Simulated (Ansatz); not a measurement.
A distorted cell of Zr (hcp, Mg type):

```xyz
4
Lattice="6.4625 0.0000 0.0000 -1.6156 2.7984 0.0000 0.0000 0.0000 5.1732" Properties=species:S:1:pos:R:3 pbc="T T T"
Zr     0.0000     1.8656     3.8799
Zr     3.2313     1.8656     3.8799
Zr     1.6156     0.9328     1.2933
Zr     4.5909     0.9328     1.2933
```

Method: PBE (plane waves to 420 eV, PAW, scalar-relativistic; Ansatz, a program for electronic structure). k mesh 13×13×7 (Γ-centred), Fermi-Dirac smearing 0.05 eV. Energies are smeared free energies. Compression counts positive. With partly filled bands, energies and forces of such displacements shift with the k mesh and the smearing. Zr is run without spin polarisation. Zr was relaxed with its symmetry unable to fall.

What forces act on the atoms (eV/Å, Cartesian)?


```json
[
 {"atom": "Zr1", "Fx": "-0.029", "Fy": "-0.191", "Fz": "0.000"},
 {"atom": "Zr2", "Fx": "-0.146", "Fy": "0.149", "Fz": "0.000"},
 {"atom": "Zr3", "Fx": "-1.007", "Fy": "-0.251", "Fz": "0.000"},
 {"atom": "Zr4", "Fx": "1.182", "Fy": "0.293", "Fz": "0.000"}
]
```

What is the stress tensor (GPa)?


```
    1.0     -0.9      0.0
   -0.9     -0.2      0.0
    0.0      0.0      0.8
```
The pressure, a third of the trace, is 0.5 GPa.

In it atom 4 sits (-0.256, 0.000, 0.000) Å away from its relaxed site. What is its energy relative to the relaxed cell?

156 meV/cell.

(For displaced atoms, the force is minus the slope of the energy, and its curvature is a force constant, which sets phonon frequencies.)
